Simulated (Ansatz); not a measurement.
Pt:
```yaml
crystal:
  lattice:
    - [0.00000, 2.84366, 2.84366]
    - [2.84366, 0.00000, 2.84366]
    - [2.84366, 2.84366, 0.00000]
  atoms:
    - { symbol: Pt, position: [0.00000, 0.00000, 0.00000] }
    - { symbol: Pt, position: [0.25000, 0.25000, 0.25000] }
```

Relaxed with PBEsol. Special points in fractions of this cell's reciprocal vectors: Γ (0.000, 0.000, 0.000); X (0.500, 0.000, 0.500); U (0.625, 0.250, 0.625); K (0.375, 0.375, 0.750); L (0.500, 0.500, 0.500); W (0.500, 0.250, 0.750).

List the band energies nearest the Fermi level at these points for plane-wave PAW PBEsol (Ansatz code).

In eV from the Fermi level; about four levels below and three above (degenerate sets whole), none deeper than 8.9 eV; … stands for higher levels left out; points with the same levels are listed once.

```csv
k,below,above
Γ,-1.99 -1.99 -1.99 -0.08 -0.08,10.57 …
X,-2.63 -2.63 -0.17 -0.17,1.29 1.29 …
U,-2.95 -2.83 -2.65 -0.02,0.21 0.75 1.06
L,-1.46 -1.46 -0.44 -0.44,0.75 …
W,-3.23 -3.23 -2.94 -2.94,0.21 0.21 1.09 1.09
```

Space group Fd-3m (diamond). The start of the workflow was typed in or built on a structure type; neither database checked (COD, Materials Project) lists it. It is not the phase usual at ambient conditions (space group No. 225). The cell was relaxed with PBEsol under the symmetry of its start. At this level the phase is mechanically unstable. The run is not spin-polarised. Spin–orbit coupling is left out wherever it is not named.

Potentials: the earlier of the program's two PAW sets. The files were generated under PBE; for other functionals the program regenerates the frozen cores, and for LDA and PBEsol the local potential too.
